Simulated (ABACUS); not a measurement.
Set-up for a self-consistent single point of NaCl (Fm-3m, 8 atoms in the cell; from Materials Project mp-22862, changed as shown).

```
NaCl
1.0
    5.56892     0.00000     0.00000
    0.00000     5.56892     0.00000
    0.00000     0.00000     5.56892
Na Cl
4 4
Cartesian
  0.00000   0.00000   0.00000
  0.00000   2.78446   2.78446
  2.78446   0.00000   2.78446
  2.78446   2.78446   0.00000
  2.78446   0.00000   0.00000
  2.78446   2.78446   2.78446
  0.00000   0.00000   2.78446
  0.00000   2.78446   0.00000
```

Method: PBE, PseudoDojo 0.5 standard norm-conserving PBE (tails mended) pseudopotentials (plane waves; ABACUS).

ABACUS settings:

| key | value |
|---|---|
| KPT | Gamma 6 6 6 0 0 0 |
| basis_type | pw |
| dft_functional | PBE |
| ecutwfc | 88 Ry |
| smearing_method | fd |
| smearing_sigma | 0.00146997 Ry |
| potentials | PseudoDojo 0.5 standard norm-conserving PBE (tails mended) |
| symmetry | 1 |
| symmetry_prec | 1e-05 |
| ks_solver | dav_subspace |
| scf_nmax | 100 |
| scf_thr | 1.0e-09 Ry |
| mixing_type | pulay |
| mixing_beta | 0.7 |

Results:

- Number of valence electrons = 64
- Number of bands = 42
- Number of k-points after the program's reduction = 20
- Number of plane waves (most at a k-point) = 16368
- Number of SCF iterations = 8
- FFT grid = 64 × 64 × 64
- Free energy E − TS = -6775.1917 eV
- Top of the valence band (on the code's own zero) = 1.35 eV
- Gap on the k-point mesh = 5.26 eV
- Pressure = 1.90 GPa

Stress (GPa, positive for compression):
```
1.90  0.00  0.00
0.00  1.90  0.00
0.00  0.00  1.90
```

Gaps are taken between levels on the mesh.

For comparison: a first run was changed to give this one (lattice scaled by 0.98), and from it to this one the free energy rises by 8.4 meV/atom, the pressure goes from 0.19 to 1.90 GPa and the gap on the mesh goes from 5.023 to 5.259 eV.

The structure comes from a collection of computed structures, made at another level of theory; the collection holds predicted forms beside known ones. Its lattice was then scaled.

Cost on one core: very roughly 2.2 core-minutes.

“Tails mended”: in these copies of the files the far tail of each local potential was reset to the Coulomb form.
